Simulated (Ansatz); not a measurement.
Consider the following.

H4IN:
```cif
data_H4IN
_chemical_formula_sum 'H4 I1 N1'
_space_group_name_H-M_alt 'P 1'
_space_group_IT_number 1
_cell_length_a 5.11129
_cell_length_b 5.11129
_cell_length_c 5.11129
_cell_angle_alpha 118.268
_cell_angle_beta 90.188
_cell_angle_gamma 121.542
loop_
_space_group_symop_operation_xyz
  'x, y, z'
loop_
_atom_site_label
_atom_site_type_symbol
_atom_site_fract_x
_atom_site_fract_y
_atom_site_fract_z
_atom_site_occupancy
H1 H 0.87045 0.03025 0.15980 1
H2 H 0.87045 0.71065 0.84020 1
H3 H 0.22374 0.10670 0.11704 1
H4 H 0.98966 0.10670 0.88296 1
I1 I 0.50525 0.00525 0.50000 1
N1 N 0.99145 0.99145 0.00000 1
```

This is the r²SCAN+D4-relaxed structure.

Q: All from r²SCAN+D4 (plane waves, PAW; program Ansatz), unless another level is named. Estimate the HSE06 gap on the r²SCAN+D4 cell.

A: 4.86 eV.

Q: Next, the hole effective mass?

A: 0.70, 3.0, 4.1 mₑ (principal values).

Q: Predict the valence-band maximum.

A: at Γ.

Q: Predict the weight of the valence-edge state by species (Voronoi cells).

A: I 80 %, H 19 %.

Space group Imm2. The workflow started from a Materials Project entry (that database holds measured and hypothetical structures alike); the Crystallography Open Database copy checked does not list it. Its standing as an ambient phase is unchecked. The r²SCAN+D4 relaxation kept the symmetry of its start. At this level the phase is dynamically unstable (imaginary phonons). Spin–orbit coupling is left out wherever it is not named.

Potentials: the later of the program's two PAW sets.
